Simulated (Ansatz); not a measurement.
# Computed properties of SrCo$_{2}$P$_{2}$

SrCo2P2:
```yaml
crystal:
  lattice:
    - [-1.86348, 1.86348, 5.71115]
    - [1.86348, -1.86348, 5.71115]
    - [1.86348, 1.86348, -5.71115]
  atoms:
    - { symbol: P, position: [0.35031, 0.35031, 0.00000] }
    - { symbol: P, position: [0.64969, 0.64969, 0.00000] }
    - { symbol: Sr, position: [0.00000, 0.00000, 0.00000] }
    - { symbol: Co, position: [0.75000, 0.25000, 0.50000] }
    - { symbol: Co, position: [0.25000, 0.75000, 0.50000] }
```
The run is spin-polarised; directions of the spins, atom by atom: 0 0 0 ↑ ↑.

Space group I4/mmm (No. 139); conventional cell a = 3.7270 Å, b = 3.7270 Å, c = 11.4223 Å, α = 90.00°, β = 90.00°, γ = 90.00°.

Method: the program Ansatz at the PBEsol level (PAW). The cell and atoms are relaxed at this level. Other levels are named where they apply.

**Cell and energy**

```json
{
  "volume_per_atom": "15.87 Å³",
  "density": "5.60 g/cm³",
  "Formation energy from the elements (no fitted shifts)": "-0.91 eV/atom"
}
```

**Electronic structure**

```json
{
 "electronic_character": "metallic (no gap)",
 "Density of states at the Fermi level": "0.64 states/eV per atom (mean over ±0.08 eV)"
}
```

**Magnetism**

```json
{
 "magnetic_order": "ferromagnetic",
 "net_moment": "0.14 μB per atom"
}
```

**Mechanics**

```json
{
 "Bulk modulus (Birch–Murnaghan fit)": "899 kbar",
 "Pressure derivative B′": "3.6"
}
```

The workflow started from an entry of the Crystallography Open Database (COD). Its standing as an ambient phase is unchecked. The cell was relaxed with PBEsol under the symmetry of its start; its stability against distortions is not shown here. The final state is ferromagnetic, the only order run, not a proven ground state. The references are the lowest solids computed at this level, not always the standard phases. Spin–orbit coupling is left out wherever it is not named.

Potentials: the later of the program's two PAW sets.
